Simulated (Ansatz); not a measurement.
PbS (rock salt)

```yaml
crystal:
  lattice:
    - [0.00000, 3.00445, 3.00445]
    - [3.00445, 0.00000, 3.00445]
    - [3.00445, 3.00445, 0.00000]
  atoms:
    - { symbol: S, position: [0.00000, 0.00000, 0.00000] }
    - { symbol: Pb, position: [0.50000, 0.50000, 0.50000] }
```

Grid over V/V₀ and (c/a)/(c/a)₀, subscript 0 meaning the relaxed cell; the conventional c axis lies along z; no internal relaxation.

Calculation: PBE (plane waves to 420 eV, PAW, scalar-relativistic; Ansatz, a first-principles code). k mesh 10×10×10 (Γ-centred), Fermi-Dirac smearing 0.05 eV. Compression counts positive. PbS was relaxed with its symmetry unable to fall. Spin-orbit coupling is left out, though Pb is heavy. 

| σzz − σxx (GPa) | V/V₀ = 0.960 | V/V₀ = 0.980 | V/V₀ = 1.000 | V/V₀ = 1.020 | V/V₀ = 1.040 |
|---|---|---|---|---|---|
| (c/a)/(c/a)₀ = 0.960 | (withheld) | 5.26 | 4.78 | 4.33 | (withheld) |
| (c/a)/(c/a)₀ = 0.980 | 2.76 | 2.50 | 2.27 | 2.05 | 1.86 |
| (c/a)/(c/a)₀ = 1.000 | 0.00 | 0.00 | 0.00 | 0.00 | 0.00 |
| (c/a)/(c/a)₀ = 1.020 | -2.51 | -2.28 | -2.06 | -1.86 | -1.67 |
| (c/a)/(c/a)₀ = 1.040 | -4.81 | -4.35 | (withheld) | -3.54 | -3.19 |

Task: Fill in the missing entries.

Result: 
- (c/a)/(c/a)₀ = 0.960, V/V₀ = 0.960: 5.79
- (c/a)/(c/a)₀ = 0.960, V/V₀ = 1.040: 3.92
- (c/a)/(c/a)₀ = 1.040, V/V₀ = 1.000: -3.93

(Under strain, the slope of the energy per volume gives the stress and its curvature an elastic modulus.)
